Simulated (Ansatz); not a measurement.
Ansatz input file:

```yaml
crystal:
  lattice:
    - [4.15147, 2.662505, 0.13774]
    - [0.44229, 4.823752, 4.386856]
    - [4.197823, -2.487507, 4.875789]
  atoms:
    - { symbol: Li, position: [0.0292241713, 0.3078997115, 0.9518280379] }
    - { symbol: Li, position: [0.5133959334, 0.4939226449, 0.770331526] }
    - { symbol: Li, position: [0.0009352428, 0.333088265, 0.3785918901] }
    - { symbol: Li, position: [0.9774591321, 0.6871024302, 0.0652301882] }
    - { symbol: Li, position: [0.9848297288, 0.0137601016, 0.742248651] }
    - { symbol: Li, position: [0.4873949174, 0.8657815389, 0.9296069251] }
    - { symbol: Li, position: [0.4943968041, 0.1723218113, 0.5589002979] }
    - { symbol: Al, position: [0.9956089855, 0.6555666301, 0.5924806931] }
    - { symbol: Al, position: [0.494077297, 0.8369115272, 0.3988173076] }
    - { symbol: Al, position: [0.4673951986, 0.5121340899, 0.2332363991] }
    - { symbol: Cu, position: [0.0096727119, 0.959991523, 0.2686460678] }
    - { symbol: Cu, position: [0.5481977004, 0.1574484567, 0.1071758088] }
basis:
  ecutwfc: 420
kpoints:
  mp_grid: { grid: [8, 6, 5] }
hamiltonian:
  xc: pbe
scf:
  occupations: { method: gaussian, width: 0.1 }
  n_extra_bands: 8
output:
  forces: true
  stress: true
  eigenvalues: true
  populations: true
  dos:
    method: { smearing: { sigma: 0.1, scheme: gaussian } }
    projected: true
    de: 0.02
  write_density: true
  write_potential: true
  elf: true
  volumetric_format: npy
```

Command:
```bash
ansatz run input.yaml --threads 4 --pin off --max-ram 9216MiB --backend cpu --events-out ev --progress --plain --runs-dir out
```

All numbers below come from DFT PBE, scalar-relativistic, plane waves, PAW in Ansatz 0.2.0.

From the run's log, abridged:

```
scf.n_extra_bands = 8 over 34 filled bands (N_el = 68.0): the run solves 42 bands
Pseudopotentials: kind: paw
Pseudopotential: Li, paw, valence charge 3, recommended cutoff 420 eV (normal)
Pseudopotential: Al, paw, valence charge 3, recommended cutoff 420 eV (normal)
Pseudopotential: Cu, paw, valence charge 19, recommended cutoff 420 eV (normal)
Functional definition: PBE
Crystal: 12 atoms, lattice volume = 183.291 Å³
Basis set: ecut = 420 eV, 3577 PW (Γ), exchange–correlation on 72×90×96 points (8 copies of the dense FFT grid, shifted against one another)
Bands: 42, of which v1, the nominal top of the filled ones, is band 34 counted from 1 (33 counted from 0)
Symmetry: 1 space group operations
Space group: P1 (ITA 1), of the structure as read, at distance tolerance 5.7e-5 Å
k-points: 122 of 240 (time reversal used)
Initial density: superposition of atomic densities (neutral atoms: chi_scale 0, normalization atom), corrected by the library's trained network
Initial wavefunctions: pseudopotential atomic-orbital guess
Functional: x = pbe(κ = 0.804, μ = 0.21951497), c = pbe(β = 0.06672455)
SCF iter   1: F=—  HF=-16296.967473 eV  |F-HF|=—  |Δ(HF+E_count)|=         —  Δρ=2.10e-3  dr2=9.29e-3  ethr=1.77e-3  ⟨swp⟩=8.4  Hψ=23956  notcnv=0  defer=1
SCF iter   2: F=—  HF=-16296.968995 eV  |F-HF|=—  |Δ(HF+E_count)|=   1.52e-3  Δρ=1.21e-3  dr2=3.90e-3  ethr=1.37e-5  ⟨swp⟩=2.1  Hψ=8634  notcnv=0  defer=1
SCF iter   3: F=—  HF=-16296.968441 eV  |F-HF|=—  |Δ(HF+E_count)|=   5.54e-4  Δρ=7.23e-4  dr2=1.59e-3  ethr=5.74e-6  ⟨swp⟩=2.1  Hψ=6496  notcnv=0  defer=1
SCF iter   4: F=—  HF=-16296.968105 eV  |F-HF|=—  |Δ(HF+E_count)|=   3.36e-4  Δρ=1.56e-4  dr2=6.70e-5  ethr=2.34e-6  ⟨swp⟩=2.0  Hψ=7055  notcnv=0  defer=1
SCF iter   5: F=—  HF=-16296.968080 eV  |F-HF|=—  |Δ(HF+E_count)|=   2.44e-5  Δρ=7.69e-5  dr2=1.40e-5  ethr=9.86e-8  ⟨swp⟩=2.4  Hψ=7412  notcnv=0  defer=1
SCF iter   6: F=—  HF=-16296.968079 eV  |F-HF|=—  |Δ(HF+E_count)|=   1.40e-6  Δρ=6.11e-5  dr2=4.43e-6  ethr=2.06e-8  ⟨swp⟩=2.0  Hψ=6953  notcnv=0  defer=1
SCF iter   7: F=—  HF=-16296.968078 eV  |F-HF|=—  |Δ(HF+E_count)|=   7.24e-7  Δρ=1.16e-5  dr2=3.53e-7  ethr=6.51e-9  ⟨swp⟩=2.0  Hψ=6455  notcnv=0  defer=1
SCF iter   8: F=-16296.968078 eV  HF=-16296.968078 eV  |F-HF|=9.02e-8  |Δ(HF+E_count)|=   6.04e-8  Δρ=7.46e-6  dr2=8.29e-8  ethr=1.47e-10  ⟨swp⟩=12.3  Hψ=32798  notcnv=0
SCF 1 converged in 8 iterations: F = -16296.968078 eV  dr2 = 8.29e-8
SCF converged after 8 iterations
Free energy (F): -16296.968078 eV
Harris-Foulkes:  -16296.968078 eV  (|F-HF|=9.02e-8)
Internal energy: -16296.944832 eV  (E = F + TS)
E sigma→0 (E₀):  -16296.956455 eV
Entropy (-TS):   -0.023246 eV (-1.937 meV/atom)
Fermi energy:    5.243342 eV
--- Per-component energies (eV) ---
  E_band       = -1691.607831
  E_kinetic    = 819.097268
  E_local      = -14792.633161  (includes V_loc(G=0)·N_el)
  E_nonlocal   = 578.096449
  E_hartree    = 6559.201454
  E_xc         = -369.991368
  E_vxc        = -410.217614  (∫ρ·V_xc dr)
  E_paw        = -4875.525662  (= ΣΔE_a)
  E_vpaw       = -1004.390402  (= ΣTr[D̂ρ^β])
  E_aug_tail   = 0.000625  (compensation charges beyond the density's cutoff)
  E_ewald      = -4215.190437
  E_smearing   = -0.023246  (= −TS)
--- Forces (eV/Å), atoms counted from 1 ---
  atom   1  Li    -0.00277928    -0.00065578     0.02417805
  atom   2  Li     0.01457674     0.01455318    -0.00532161
  atom   3  Li     0.00416669     0.02358856     0.01051688
  atom   4  Li     0.00507709    -0.02694774     0.00879004
  atom   5  Li     0.00839476    -0.00655915    -0.00390289
  atom   6  Li     0.01316546    -0.04122030     0.01318003
  atom   7  Li    -0.02224178     0.02528277     0.00269821
  atom   8  Al    -0.05147395     0.01630163    -0.04961191
  atom   9  Al    -0.00591926    -0.01957095    -0.06207794
  atom  10  Al     0.04708416    -0.03612956     0.02178388
  atom  11  Cu    -0.04822500     0.01700321     0.00698763
  atom  12  Cu     0.03815054     0.03437703     0.03279331
--- Stress (GPa, compression-positive) ---
        0.011093       0.681359      -0.258561
        0.681359       0.217846       0.117103
       -0.258560       0.117103      -0.138261
  P = ⅓ Tr σ = 0.0302 GPa (0.302 kbar)
--- Band table (eV; the first three rows and the last of 122) ---
  k-point 0: bands = ["-107.5295", "-107.3704", "-64.9340", "-64.8937", "-64.8662", "-64.7874", "-64.7293", "-64.6947", "-40.8088", "-40.7957", "-40.7404", "-40.6872", "-40.6609", "-40.6152", "-40.4842", "-2.7303", "0.3721", "0.7568", "1.6252", "1.8077", "2.0398", "2.0637", "2.2263", "2.2652", "2.3761", "2.4309", "2.5688", "2.6519", "2.9932", "3.3335", "3.8914", "4.0370", "4.2341", "5.0270", "5.4951", "5.8732", "5.9959", "6.9007", "7.3346", "7.5954", "8.1147", "8.7153"]
  k-point 1: bands = ["-107.5295", "-107.3704", "-64.9340", "-64.8937", "-64.8662", "-64.7874", "-64.7293", "-64.6947", "-40.8088", "-40.7957", "-40.7404", "-40.6872", "-40.6609", "-40.6152", "-40.4842", "-2.6976", "0.0781", "0.7738", "1.7738", "1.8086", "2.0343", "2.1072", "2.2212", "2.2859", "2.3630", "2.4549", "2.5896", "2.7114", "2.9876", "3.5561", "3.8980", "4.0106", "4.1978", "4.9747", "5.2225", "5.9046", "6.1475", "7.1396", "7.3497", "7.9999", "8.4745", "8.7343"]
  k-point 2: bands = ["-107.5295", "-107.3704", "-64.9340", "-64.8937", "-64.8662", "-64.7874", "-64.7293", "-64.6947", "-40.8088", "-40.7957", "-40.7404", "-40.6872", "-40.6609", "-40.6152", "-40.4842", "-2.6396", "-0.2602", "0.7794", "1.7984", "1.8756", "2.0366", "2.1565", "2.2183", "2.3089", "2.3514", "2.4578", "2.6040", "2.8411", "3.0022", "3.6586", "3.9564", "4.1226", "4.3938", "4.8385", "5.0798", "6.0042", "6.1844", "7.0529", "7.6002", "8.3065", "8.4801", "8.8568"]
  k-point 121: bands = ["-107.5296", "-107.3704", "-64.9340", "-64.8937", "-64.8662", "-64.7873", "-64.7293", "-64.6947", "-40.8071", "-40.7957", "-40.7411", "-40.6848", "-40.6640", "-40.6152", "-40.4844", "-1.6237", "-0.8237", "0.5440", "1.4835", "1.7488", "1.8730", "2.1048", "2.2087", "2.2709", "2.3265", "2.3770", "2.4798", "2.6295", "2.9353", "3.0671", "3.2784", "3.8199", "4.3779", "4.7564", "5.0331", "5.7113", "6.1947", "7.9148", "8.3568", "8.7275", "9.0237", "9.5079"]
--- Löwdin populations: 12 sites ---
  site symbol q [e]
     0     Li      2.5893
     1     Li      2.5122
     2     Li      2.4742
     3     Li      2.5298
     4     Li      2.6238
     5     Li      2.5618
     6     Li      2.4845
     7     Al      3.9663
     8     Al      3.8600
     9     Al      4.1038
    10     Cu     18.6258
    11     Cu     18.7385
  spilling = 0.013675 (of n_electrons = 68.000000)
```

The run converged.

Time: 35 s on 4 threads of Arm Neoverse V2, on a shared host, peak memory 0.94 GiB.